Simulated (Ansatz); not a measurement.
**Hf2Ga: a fit and a missing row**

Hf2Ga, I4/mcm, a = 6.612 Å, c = 5.246 Å. The structure is a COD entry; whether it is the stable form wasn't checked. Ansatz: PBEsol, PAW, 420 eV, Γ-centred 8×8×8 mesh on 6 atoms, Gaussian smearing 0.10 eV; no spin polarisation. Shape and atoms are relaxed at each volume; pressure is positive in compression.

```tsv
V (Å³/atom)	P (GPa)
17.964	8.80
18.537	4.09
19.111	0.00
19.684	-3.54
20.257	?
```

Q: Take V0 = 19.111 Å³/atom, fit the third-order Birch–Murnaghan form to the other rows, and predict the missing pressure.

A: With the Eulerian strain f = ½[(V0/V)^(2/3) − 1] and y = P/[3f(1 + 2f)^(5/2)], the form is the line y = B0 + 1.5 B0 (B0′ − 4) f. Rows (f, y): 0.02106, 125.6; 0.01027, 126.2; -0.00975, 127.1. Means f = 0.007193, y = 126.30; Σ(Δf)² = 0.0004888, ΣΔfΔy = -0.02357; the slope is their ratio. y = 126.6 − 48.22 f GPa, so B0 = 126.6 GPa and B0′ = 4 + 2 × (-48.22)/(3 × 126.6) = 3.75. At V = 20.257, f = -0.01904, y = 127.52 and P = -6.61 GPa. The run gave -6.59 GPa, so the fit is 0.02 GPa too low, a small miss on the scale of the series. The form still works here, 33 % of the fitted range beyond its end.

Spin–orbit coupling is left out, which can shift energies with elements as heavy as these.